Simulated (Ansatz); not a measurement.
This cell of AlRu (CsCl type) is off equilibrium:

```
CELL_PARAMETERS angstrom
      5.96504     0.00000     0.00000
      0.00000     2.98252     0.00000
      0.00000     0.00000     2.98252
ATOMIC_POSITIONS crystal
  Al 0.00000 0.00000 0.00000
  Al 0.50000 0.00000 0.00000
  Ru 0.25000 0.50000 0.50000
  Ru 0.68836 0.37672 0.50000
```

Calculation: r2SCAN (plane waves to 500 eV, PAW, scalar-relativistic; Ansatz, a program for electronic structure). k mesh 7×13×13 (Γ-centred), Fermi-Dirac smearing 0.05 eV. E stands for the smeared free energy. Compression counts positive. With partly filled bands, energies and forces of such displacements shift with the k mesh and the smearing. AlRu is run without spin polarisation. AlRu was relaxed with its symmetry unable to fall.

Q: Predict the force on every atom, in eV/Å.

A: 
```tsv
atom	Fx	Fy	Fz
Al1	-0.578	-0.419	0.000
Al2	-3.296	-3.634	0.000
Ru3	-1.963	-0.057	0.000
Ru4	5.837	4.111	0.000
```

Q: Give the stress tensor in GPa and the pressure.

A: 
```
   13.3      8.3      0.0
    8.3     11.5      0.0
    0.0      0.0     18.6
```
The pressure, a third of the trace, is 14.5 GPa.

Q: In it atom 4 sits (-0.368, -0.368, 0.000) Å away from its relaxed site. What is its energy relative to the relaxed cell?

A: 1658 meV/cell.

(For displaced atoms, the force is minus the slope of the energy, and its curvature is a force constant, which sets phonon frequencies.)
